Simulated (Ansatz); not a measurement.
Ba2Tl5V3O12: changing the choice of potentials or basis

```cif
data_structure
_symmetry_space_group_name_H-M 'P 1'
_symmetry_Int_Tables_number 1
_cell_length_a 7.8418
_cell_length_b 7.8418
_cell_length_c 7.8418
_cell_angle_alpha 65.409
_cell_angle_beta 65.409
_cell_angle_gamma 65.409
_cell_volume 381.11
loop_
_atom_site_label
_atom_site_type_symbol
_atom_site_fract_x
_atom_site_fract_y
_atom_site_fract_z
_atom_site_occupancy
Ba1 Ba 0.50000 0.50000 0.50000 1
Ba2 Ba 0.00000 0.00000 0.00000 1
V1 V 0.50000 0.50000 0.00000 1
V2 V 0.00000 0.50000 0.50000 1
V3 V 0.50000 0.00000 0.50000 1
Tl1 Tl 0.00000 0.00000 0.50000 1
Tl2 Tl 0.50000 0.00000 0.00000 1
Tl3 Tl 0.00000 0.50000 0.00000 1
Tl4 Tl 0.74045 0.74045 0.74045 1
Tl5 Tl 0.25955 0.25955 0.25955 1
O1 O 0.71652 0.08089 0.41242 1
O2 O 0.41242 0.71652 0.08089 1
O3 O 0.08089 0.41242 0.71652 1
O4 O 0.58757 0.91911 0.28348 1
O5 O 0.91911 0.28348 0.58757 1
O6 O 0.28348 0.58757 0.91911 1
O7 O 0.28348 0.91911 0.58757 1
O8 O 0.58757 0.28348 0.91911 1
O9 O 0.91911 0.58757 0.28348 1
O10 O 0.41242 0.08089 0.71652 1
O11 O 0.08089 0.71652 0.41242 1
O12 O 0.71652 0.41242 0.08089 1
```

The cell comes from a database or a generator and needn't be the stable form of this composition.

Kept alike: task single point; functional PBE; k mesh 4 × 4 × 4; occupations fermi-dirac, width 0.05 eV; collinear spin, ferromagnetic start. Program: Ansatz. Cutoffs run from 930 to 1240 eV. The mesh is that of the run's cell of 22 atoms. No spin-orbit coupling.

```csv
choice of potentials or basis,moment of the cell (μB)
Ansatz NC,1.10
Ansatz PAW (files of its older set among them),1.10
PseudoDojo standard (PBE files),1.11
SPMS NC,1.12
```

For a metal such a mesh leaves the last digits unconverged. The runs hold the magnetic state that their start led to, which needn't be the lowest.

**Question.** What does the choice of potentials or basis change here?

**Answer.** The moment of the cell runs from 1.10 (Ansatz NC; Ansatz PAW (files of its older set among them)) to 1.12 μB (SPMS NC).
